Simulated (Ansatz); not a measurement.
## GaCu₃: how the energy converges with the cutoff

GaCu₃, P1, a = 3.636 Å, b = 3.684 Å, c = 3.617 Å, α, β, γ = 89.7°, 89.8°, 89.0°. Ansatz: PBEsol, PAW, cutoff varied, Γ-centred 8×8×8 mesh on 4 atoms, Gaussian smearing 0.10 eV; no spin polarisation. Single points at one geometry with displaced atoms, the cutoff alone changed; ΔE is the energy at zero smearing over the run at 600 eV. The runs up to 350 eV lie under the cutoff recommended for these PAW datasets.

| cutoff (eV) | ΔE (meV/atom) |
| --- | --- |
| 200 | 13521.43 |
| 250 | 2275.56 |
| 300 | 247.65 |
| 350 | 14.91 |
| 420 | ? |

Q: Assume ΔE falls exponentially with the cutoff, fit y = ln ΔE against x, the cutoff in eV, to the other rows, and predict the missing value.

A: y = 9.512, 7.730, 5.512, 2.702. Means x = 275.0, y = 6.3640; Σ(Δx)² = 12500, ΣΔxΔy = -566.2; the slope is their ratio. y = 18.82 − 0.04530 x, a factor of ten per 51 eV. At 420 eV this gives ΔE = 0.81 meV/atom. The run gave 2.37, a ratio of 0.34. Between neighbouring rows the decay runs from a factor of ten per 41 eV to one per 88 eV, so one exponential is only a rough guide. The fast fall gives way to a slow tail, so a fit to low cutoffs promises convergence too early.